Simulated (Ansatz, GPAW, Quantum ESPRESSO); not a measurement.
**SnN2F2: 3 runs at one level of theory**

```
Sn F N
1.0
     4.39704   -2.64701    0.00000
     4.39704    2.64701    0.00000
    -1.25295    0.00000    3.52112
Sn F N
1 2 2
Direct
  0.00768 0.00077 0.01059
  0.16817 0.16141 0.62634
  0.81931 0.83690 0.37103
  0.46232 0.46322 0.08711
  0.52860 0.54180 0.90842
```

The cell comes from a database or a generator and needn't be the stable form of this composition.

Atoms were shifted at random by some hundredths of an Å from the given cell, which wasn't relaxed again for these runs.

Alike in all runs: task single point; functional PBE; k mesh 6 × 6 × 8; occupations fermi-dirac, width 0.05 eV; no spin polarisation; no spin-orbit coupling. Pressure is positive in compression and, in plane waves, holds the error of the finite cutoff, which Ansatz's Pulay term estimates and takes out.

```csv
program and potentials,plane-wave cutoff (eV),notes,band gap (eV),pressure (GPa),largest force (eV/Å),energy over the undisturbed cell (meV/atom)
"Ansatz, Ansatz PAW",420,Pulay term of +0.52 GPa included,1.32,11.67,6.314,24.91
"Quantum ESPRESSO, SSSP 1.3 efficiency PBE",816,-,1.32,12.27,7.274,31.35
"GPAW, GPAW PAW data sets (gpaw-data 1.2.1)",800,-,1.31,10.44,6.380,-
```

Force on atom 4 (N), eV/Å:

```json
{"program and potentials": "Ansatz, Ansatz PAW", "x": "-5.047", "y": "-0.383", "z": "3.775"}
{"program and potentials": "Quantum ESPRESSO, SSSP 1.3 efficiency PBE", "x": "-5.822", "y": "-0.415", "z": "4.341"}
{"program and potentials": "GPAW, GPAW PAW data sets (gpaw-data 1.2.1)", "x": "-5.101", "y": "-0.387", "z": "3.812"}
```

The band gap spans 1.31 (GPAW, GPAW PAW data sets (gpaw-data 1.2.1)) to 1.32 eV (Ansatz, Ansatz PAW). The pressure spans 10.44 (GPAW, GPAW PAW data sets (gpaw-data 1.2.1)) to 12.27 GPa (Quantum ESPRESSO, SSSP 1.3 efficiency PBE). The cell lies far from this level's equilibrium.

The functional is the same throughout but for its coding, so the spread measures potentials, basis and numerics; runs on potential files found faulty are left out.
